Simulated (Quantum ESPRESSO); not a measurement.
Li2Ti5Hf, a guest atom moved from site to site

Simulated, not a measurement. The program is pw.x of Quantum ESPRESSO 7.5 (plane-wave density functional theory). The cell is made up: eight metal atoms on a hexagonal close-packed lattice, with elements, volume, strain and displacements drawn at random and not relaxed, so it may be unstable or far from any real phase. PseudoDojo standard norm-conserving files set the functional (PBE unless stated); there is no spin polarisation or spin-orbit coupling, the Fermi-Dirac width of 0.25 eV means electrons at about 2900 K, and the masses in the input are unused placeholders. Heavy elements are run without spin-orbit coupling, which real alloys of them have. A spin test at this wide smearing found no moment, but such smearing suppresses magnetism that the real alloy may have.

The runs move one Li atom among sites that otherwise hold Ti. Cell, positions, cutoff, mesh and smearing stay as in the input of run 1; sites are counted in its order. Stress in the tables is positive in tension.

Input of run 1:

```
&control calculation='scf', pseudo_dir='./dojo.nc.sr.pbe.v0_5.standard.upf', outdir='./o', disk_io='minimal', tprnfor=.true., tstress=.true. /
&system ibrav=0, nat=8, ntyp=3, nbnd=55, ecutwfc=84.00895049, nosym=.true., tot_charge=0,
 occupations='smearing', smearing='fd', degauss=0.0183746611
/
&electrons conv_thr=1.470e-08, electron_maxstep=70, mixing_beta=0.5 /
ATOMIC_SPECIES
Hf 1.0 Hf.upf
Li 1.0 Li.upf
Ti 1.0 Ti.upf
CELL_PARAMETERS angstrom
-3.0572 0.0 0.0
0.0 0.0 -4.9634
0.0 -10.5906 0.0
ATOMIC_POSITIONS angstrom
Li -0.0416 -0.1248 -0.008
Li 0.096 -5.2404 -0.0518
Ti 0.0816 -3.5494 -2.5014
Ti 0.0456 -8.7441 -2.4117
Hf -1.5294 -2.7248 -0.0154
Ti -1.5159 -7.888 -0.0269
Ti -1.5303 -0.8526 -2.5028
Ti -1.5119 -6.1833 -2.448
K_POINTS automatic
8 5 2 1 1 1
```

| run | elements on sites 1 to 8 | free energy less that of run 1 (eV) | -TS (eV) | pressure (GPa) | stress xx (GPa) | stress yy (GPa) | stress zz (GPa) | stress yz (GPa) | stress xz (GPa) | stress xy (GPa) | iterations |
| --- | --- | --- | --- | --- | --- | --- | --- | --- | --- | --- | --- |
| 1 | Li Li Ti Ti Hf Ti Ti Ti | 0.000 | -2.652 | -6.28 | 7.14 | 5.85 | 5.86 | 0.04 | 0.01 | -0.25 | 21 |
| 2 | Li Ti Li Ti Hf Ti Ti Ti | 0.047 | -2.646 | -6.35 | 7.40 | 6.09 | 5.57 | 0.15 | 0.03 | -0.31 | 20 |
| 3 | Li Ti Ti Li Hf Ti Ti Ti | -0.416 | -2.435 | -5.69 | 5.87 | 5.87 | 5.33 | -0.09 | 0.04 | -0.35 | 22 |
| 4 | Li Ti Ti Ti Hf Li Ti Ti | -0.321 | -2.586 | -5.21 | 6.18 | 6.26 | 3.18 | 0.06 | 0.05 | -0.43 | 21 |
| 5 | Li Ti Ti Ti Hf Ti Li Ti | -0.859 | -2.360 | -5.54 | 5.90 | 4.07 | 6.65 | -0.02 | 0.02 | -0.35 | 21 |
| 6 | Li Ti Ti Ti Hf Ti Ti Li | -0.085 | -2.592 | -5.75 | 6.69 | 5.74 | 4.82 | 0.15 | 0.01 | -0.34 | 20 |

Forces Fx Fy Fz (eV/Å):

| site | run 1 | run 2 | run 3 | run 4 | run 5 | run 6 |
| --- | --- | --- | --- | --- | --- | --- |
| 1 | 0.05 0.63 -0.01 | 0.05 0.57 -0.01 | 0.07 0.48 -0.02 | 0.04 0.59 0.01 | 0.03 0.62 0.01 | 0.05 0.68 -0.01 |
| 2 | -0.16 -0.32 0.16 | -0.32 -0.76 0.12 | -0.28 -0.90 0.15 | -0.30 -0.33 0.10 | -0.31 -0.44 0.14 | -0.25 -0.25 0.16 |
| 3 | -0.29 0.35 0.01 | -0.15 -0.10 0.00 | -0.27 0.14 0.00 | -0.26 0.02 0.00 | -0.29 -0.37 -0.01 | -0.23 0.44 -0.01 |
| 4 | -0.09 0.24 -0.16 | -0.10 0.05 -0.17 | -0.05 -0.17 -0.19 | -0.07 -0.03 -0.27 | -0.07 0.72 -0.10 | -0.10 -0.14 -0.12 |
| 5 | 0.22 0.00 -0.04 | 0.21 -0.11 -0.05 | 0.26 0.24 -0.04 | 0.27 -0.06 -0.04 | 0.33 -0.47 -0.03 | 0.24 -0.13 -0.03 |
| 6 | 0.07 -0.33 0.16 | 0.09 0.11 0.17 | 0.07 0.65 0.19 | 0.05 -0.09 0.24 | 0.09 0.09 0.14 | 0.12 -0.31 0.12 |
| 7 | 0.05 -0.33 0.07 | 0.04 0.36 0.08 | 0.04 -0.83 0.04 | 0.05 -0.28 0.06 | 0.03 -0.09 0.02 | 0.06 -0.27 0.07 |
| 8 | 0.14 -0.25 -0.19 | 0.19 -0.12 -0.14 | 0.16 0.40 -0.14 | 0.22 0.18 -0.11 | 0.19 -0.05 -0.18 | 0.11 -0.03 -0.18 |

The sites are displaced and not relaxed, so the energy differences mix bonding between neighbours with strain and are not ordering energies. A rerun of one cell of this series at a higher cutoff and on a denser mesh moved values by no more than 0.002 eV in energy, 0.02 GPa in stress and 0.003 eV/Å in force, and a second program with other atomic files agreed on that cell to 2 % rms in force and 0.5 GPa in pressure.